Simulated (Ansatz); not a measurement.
**Al₃GaN₄: strain energy, fitted**

Al₃GaN₄, Pm, a = 5.043 Å, b = 3.130 Å, c = 5.418 Å, β = 90.0°. The structure is a Materials Project entry; whether it is the stable form wasn't checked. Ansatz: PBEsol, PAW, 420 eV, Γ-centred 6×8×4 mesh on 8 atoms, Gaussian smearing 0.02 eV; no spin polarisation. Series: strain along c alone, the other axes held, atoms relaxed; x is the strain in per cent. y is the free energy over the unstrained cell, V0 = 10.691 Å³/atom.

| x (%) | y (meV/atom) |
| --- | --- |
| -3.0 | 11.39 |
| -1.5 | 2.83 |
| 0.0 | 0.00 |
| 1.5 | ? |
| 3.0 | 10.70 |

**Question.** Fit y = c2 x² + c3 x³ to the other rows, turn c2 into a modulus, and predict the missing energy.

**Answer.** Least squares on the rows shown. y = 1.228 x² − 0.01283 x³. In eV per unit strain² c2 is 12.28; this is C33 with relaxed ions (E = ½ C33 V0 ε²): 2 × 12.28 × 160.2 / (10.691) = 368 GPa. At x = 1.5 the fit asked for gives 2.72 meV/atom. The run gave 2.69 meV/atom, so the fit is 0.03 meV/atom too high, a small miss on the scale of the series.

Cost: 5 runs of about 5 core-minutes in all, on Arm Neoverse V1 (shared hosts).